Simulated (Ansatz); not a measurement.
Nb$_{2}$PC:
```cif
data_C2Nb4P2
_chemical_formula_sum 'Nb4 P2 C2'
_space_group_name_H-M_alt 'P63/mmc'
_space_group_IT_number 194
_space_group_name_Hall '-P 6c 2c'
_cell_length_a 3.26462
_cell_length_b 3.26462
_cell_length_c 11.54558
_cell_angle_alpha 90.000
_cell_angle_beta 90.000
_cell_angle_gamma 120.000
loop_
_atom_site_label
_atom_site_type_symbol
_atom_site_symmetry_multiplicity
_atom_site_Wyckoff_symbol
_atom_site_fract_x
_atom_site_fract_y
_atom_site_fract_z
_atom_site_occupancy
Nb1 Nb 4 f 0.33333 0.66667 0.09992 1
P1 P 2 d 0.66667 0.33333 0.25000 1
C1 C 2 a 0.00000 0.00000 0.00000 1
```

Relaxed at zero pressure with DFT-PBEsol in the program Ansatz with PAW potentials.

Q: The volume is raised by 6 % and shape and atoms relax at that volume. What pressure results, and how do the axes share the change?

A: -12.2 GPa; a 2.3 %, b 2.3 %, c 1.3 %; the energy rises by 32 meV/atom.

Q: Give the new structure.

A: 
Space group P6₃/mmc (No. 194); a = b = 3.339 Å, c = 11.698 Å, α = β = 90.00°, γ = 120.00°

```json
[
 {"atom": "Nb", "site": "4f", "symmetry": "3m.", "x": "0.3333", "y": "0.6667", "z": "0.0986"},
 {"atom": "P", "site": "2d", "symmetry": "-6m2", "x": "0.6667", "y": "0.3333", "z": "0.2500"},
 {"atom": "C", "site": "2a", "symmetry": "-3m.", "x": "0.0000", "y": "0.0000", "z": "0.0000"}
]
```

The phase is kept; no other phase was compared at this pressure.

Space group P6_3/mmc. The workflow started from a Materials Project entry (that database holds measured and hypothetical structures alike); the Crystallography Open Database copy checked does not list it. Its standing as an ambient phase is unchecked. Symmetry was held in the PBEsol relaxation; whether a distortion lowers the energy is not shown. No spin polarisation was allowed.

Potentials: the later of the program's two PAW sets.
